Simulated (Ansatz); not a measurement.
CoMo:
```
CELL_PARAMETERS angstrom
      2.62297     0.00000     0.00000
      0.00000     2.62297     0.00000
      0.00000     0.00000     3.68050
ATOMIC_POSITIONS crystal
  Co 0.00000 0.00000 0.00000
  Mo 0.50000 0.50000 0.50000
```

Relaxed with r²SCAN. Special points in fractions of this cell's reciprocal vectors: Γ (0.000, 0.000, 0.000); X (0.000, 0.500, 0.000); M (0.500, 0.500, 0.000); Z (0.000, 0.000, 0.500); R (0.000, 0.500, 0.500); A (0.500, 0.500, 0.500).

Task: List the band energies nearest the Fermi level at these points for DFT-r²SCAN with spin–orbit coupling in the program Ansatz with PAW potentials.

Result: In eV from the Fermi level; about four levels below and three above (degenerate sets whole), none deeper than 8.9 eV; points with the same levels are listed once.

| k | below | above |
|---|---|---|
| Γ | -1.42 -1.42 -0.49 -0.49 | 0.32 0.32 3.20 3.20 |
| X | -1.21 -1.21 -0.85 -0.85 | 0.76 0.76 1.93 1.93 |
| M | -4.55 -4.55 -4.55 -4.55 -4.51 -4.51 | 0.46 0.46 0.68 0.68 |
| Z | -0.95 -0.95 -0.40 -0.40 | 0.28 0.28 1.52 1.52 |
| R | -1.69 -1.69 -1.42 -1.42 | 0.26 0.26 0.65 0.65 |
| A | -2.22 -2.22 -0.94 -0.94 | 0.46 0.46 2.38 2.38 |

Space group P4/mmm (L1₀ or tetragonal B2). The start of the workflow was typed in or built on a structure type; neither database checked (COD, Materials Project) lists it. Its standing as an ambient phase is unchecked. Symmetry was held in the r²SCAN relaxation; whether a distortion lowers the energy is not shown. The workflow began spin-polarised and lost its moments. Its formation energy is positive at this level, so the cell may be metastable or incomplete.

Potentials: the later of the program's two PAW sets.
